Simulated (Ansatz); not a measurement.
AgI in space group P6_422 (No. 181; Ag on 3c, I on 3d), plane-wave PAW PBEsol (Ansatz code), all energies at zero smearing, with the estimated change up to a 700 eV cutoff added, with one set of potentials and settings (totals compare only within such a set). Cell of 6 atoms (3 Ag, 3 I): -44864.544 eV.

| element | reference phase | E (eV/atom) |
|---|---|---|
| Ag | P6_3/mmc, 4 atoms in the cell | -7522.2452 |
| I | Cmce, 4 atoms in the cell | -7432.2899 |

Formation energy per atom, worked out: (-44864.544 − 3×(-7522.2452) − 3×(-7432.2899))/6 = -0.156 eV/atom (-15 kJ per mol of atoms), at 0 K, without zero-point energy or fitted corrections.

The start of the workflow was typed in or built on a structure type; neither database checked (COD, Materials Project) lists it. It is not the phase usual at ambient conditions (space group No. 186, 216). The PBEsol relaxation kept the symmetry of its start; its stability against distortions is not shown here. The run is not spin-polarised. The references are the lowest solids computed at this level, not always the standard phases. Spin–orbit coupling is left out wherever it is not named.

Potentials: the later of the program's two PAW sets.
